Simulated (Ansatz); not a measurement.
# One relaxed cell of AgCl at several levels

A database entry relaxed whole under r2SCAN at zero pressure (Fm-3m, No. 225):

```
CELL_PARAMETERS angstrom
0.00000 2.77317 2.77317
2.77317 0.00000 2.77317
2.77317 2.77317 0.00000
ATOMIC_POSITIONS crystal
Ag 0.00000 0.00000 0.00000
Cl 0.50000 0.50000 0.50000
```

Its volume is 21.33 Å³ an atom, +4.2 % against the entry's 20.46, which is old or was flagged in a check.

Single points on this cell with plane-wave PAW DFT (Ansatz 0.2.0; r2SCAN 500 eV, hybrids 420 eV; fermi-dirac occupations of width 0.020 eV; no moments): r2SCAN on a 10×10×10 Γ-centred mesh; HSE06 on a 8×8×8 Γ-centred mesh; PBE0 on a 8×8×8 Γ-centred mesh.

Problem. How do gap, pressure and charges move from level to level?

Solution. The runs give:

```csv
level,"gap (eV), or kind",pressure (GPa),Bader charge of Ag (e),Bader charge of Cl (e)
r2SCAN,1.47,0.0,+0.62,-0.62
HSE06,2.41,1.4,+0.63,-0.63
PBE0,3.10,1.3,+0.63,-0.63
```

Under r2SCAN the gap is 1.47 eV, over mesh and band path. HSE06 moves it by +0.93 eV and PBE0 by +1.63 eV; PBE0 keeps its exact exchange at long range, which widens the gap over HSE06's by 0.69 eV on their common mesh.

Caveats: the relaxation kept the start's symmetry; HSE06 is read on its mesh and at the zone's corners, PBE0 on its mesh alone; the relaxed cell lies far from the entry, by an error of the functional or of the entry; hybrid pressures are good to a few tenths of a GPa; pressure is positive in compression.
